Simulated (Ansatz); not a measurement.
MgS, DFT, PBEsol, all-electron PAW with datasets made for the crystal, scalar-relativistic (Ansatz 0.2.0), run on 1 thread of Intel(R) Xeon(R) 6975P-C (Granite Rapids) on a shared host.

The cell is COD entry 9008672, as deposited and not checked against the literature; nothing was relaxed. The listed cell was then made from it by scaling, straining or moving an atom.

Command: `ansatz run input.yaml --threads 1 --pin off --max-ram 3072MiB --backend cpu --events-out ev --progress --plain --runs-dir out`

```yaml
crystal:
  lattice:
    - [0.0, 2.549617, 2.60165]
    - [2.549617, 0.0, 2.60165]
    - [2.549617, 2.549617, 0.0]
  atoms:
    - { symbol: Mg, position: [0.0, 0.0, 0.0] }
    - { symbol: S, position: [0.5, 0.5, 0.5] }
kpoints:
  mp_grid: { grid: [10, 10, 10] }
scf:
  occupations: { method: fermi_dirac, width: 0.03 }
hamiltonian:
  xc: pbesol
  pseudopotentials: { kind: all_electron, datasets: crystal }
output:
  forces: true
  stress: true
  eigenvalues: true
  efg: { contact_densities: true }
```

Task: How large is the problem that the program sets up?

Result: 102 irreducible k-points, 199 plane waves at Γ, 8 bands.

Task: About how long does it take, and how much memory does it use?

Result: 3.7 s of wall time for 7 SCF iterations, with a peak of 0.47 GiB. Times on shared machines scatter by tens of per cent.
